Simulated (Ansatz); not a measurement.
One relaxed cell of NaIO₃ at several levels

A database entry relaxed whole under r2SCAN at zero pressure (Pnma, No. 62):

```
Na I O
1.0
     6.39740    0.00000    0.00000
     0.00000    8.07622    0.00000
     0.00000    0.00000    5.71828
Na I O
4 4 12
Direct
  0.00000 0.00000 0.50000
  0.00000 0.50000 0.50000
  0.50000 0.00000 0.00000
  0.50000 0.50000 0.00000
  0.01093 0.25000 0.01148
  0.98907 0.75000 0.98852
  0.48907 0.75000 0.51148
  0.51093 0.25000 0.48852
  0.09393 0.25000 0.70979
  0.90607 0.75000 0.29021
  0.40607 0.75000 0.20979
  0.59393 0.25000 0.79021
  0.16543 0.08274 0.13559
  0.83457 0.58274 0.86441
  0.33457 0.91726 0.63559
  0.66543 0.41726 0.36441
  0.83457 0.91726 0.86441
  0.16543 0.41726 0.13559
  0.66543 0.08274 0.36441
  0.33457 0.58274 0.63559
```

Its volume is 14.77 Å³ an atom, -1.2 % against the entry's 14.94, a cell as deposited in COD (1988).

Single points on this cell with plane-wave PAW DFT (Ansatz 0.2.0; r2SCAN 500 eV, hybrids 420 eV; fermi-dirac occupations of width 0.020 eV; no moments): r2SCAN on a 6×4×6 Γ-centred mesh; r2SCAN with spin-orbit coupling on a 2×2×2 Γ-centred mesh; HSE06 on a 4×2×4 Γ-centred mesh; PBE0 on a 4×2×4 Γ-centred mesh.

Task: How do gap, pressure and charges move from level to level?

Result: The runs give:

```csv
level,"gap (eV), or kind",pressure (GPa),Bader charge of Na (e),Bader charge of I (e),Bader charge of O (e)
r2SCAN,4.20,0.0,+0.89,+2.65,-1.18
r2SCAN with spin-orbit coupling,4.15,0.1,+0.89,+2.64,-1.18
HSE06,5.12,-0.8,+0.89,+2.68,-1.19
PBE0,5.87,-0.9,+0.89,+2.69,-1.19
```

Under r2SCAN the gap is 4.20 eV, over mesh and band path. HSE06 moves it by +0.92 eV and PBE0 by +1.67 eV; PBE0 keeps its exact exchange at long range, which widens the gap over HSE06's by 0.75 eV on their common mesh. Spin-orbit coupling moves the r2SCAN gap by -0.05 eV. The charge on I goes from +2.65 to +2.68 e under HSE06.

Caveats: the relaxation kept the start's symmetry; HSE06 is read on its mesh and at the zone's corners, PBE0 on its mesh alone; hybrid pressures are good to a few tenths of a GPa; pressure is positive in compression.
